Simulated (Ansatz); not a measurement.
Si:
```cif
data_Si8
_chemical_formula_sum 'Si8'
_space_group_name_H-M_alt 'P 1'
_space_group_IT_number 1
_cell_length_a 7.18385
_cell_length_b 7.18385
_cell_length_c 6.33796
_cell_angle_alpha 83.456
_cell_angle_beta 96.544
_cell_angle_gamma 148.935
loop_
_space_group_symop_operation_xyz
  'x, y, z'
loop_
_atom_site_label
_atom_site_type_symbol
_atom_site_fract_x
_atom_site_fract_y
_atom_site_fract_z
_atom_site_occupancy
Si1 Si 0.05562 0.94438 0.87420 1
Si2 Si 0.94438 0.05562 0.12580 1
Si3 Si 0.55901 0.44099 0.65348 1
Si4 Si 0.44099 0.55901 0.34652 1
Si5 Si 0.21281 0.78719 0.05738 1
Si6 Si 0.78719 0.21281 0.94262 1
Si7 Si 0.72707 0.27293 0.58553 1
Si8 Si 0.27293 0.72707 0.41447 1
```

Relaxed with r²SCAN.

Task: Tabulate the valence density and the electron localisation function along the shortest Si–Si contact (2.32 Å), r²SCAN (plane waves, PAW; program Ansatz).

Result: 

| distance from Si (Å) | density (e/Å³) | ELF |
|---|---|---|
| 0.23 | 0.16 | 0.41 |
| 0.35 | 0.22 | 0.38 |
| 0.46 | 0.31 | 0.48 |
| 0.58 | 0.41 | 0.67 |
| 0.70 | 0.51 | 0.82 |
| 0.81 | 0.57 | 0.90 |
| 0.93 | 0.60 | 0.93 |
| 1.04 | 0.60 | 0.95 |
| 1.16 | 0.60 | 0.95 |
| 1.27 | 0.60 | 0.95 |
| 1.39 | 0.60 | 0.94 |
| 1.51 | 0.57 | 0.90 |
| 1.62 | 0.51 | 0.83 |
| 1.74 | 0.41 | 0.67 |
| 1.85 | 0.30 | 0.48 |
| 1.97 | 0.21 | 0.37 |
| 2.09 | 0.15 | 0.40 |

The density is the valence pseudo-density with augmentation charge, so density and ELF within about 1 Å of a nucleus are not all-electron values.

Space group C2/m. The first step of the workflow began from a Materials Project structure, measured or hypothetical; the Crystallography Open Database copy checked does not list it. It is not the phase usual at ambient conditions (space group No. 227). The cell was relaxed with r²SCAN under the symmetry of its start; its stability against distortions is not shown here.

Potentials: the earlier of the program's two PAW sets. The files were generated under PBE; for other functionals the program regenerates the frozen cores, and for LDA and PBEsol the local potential too.
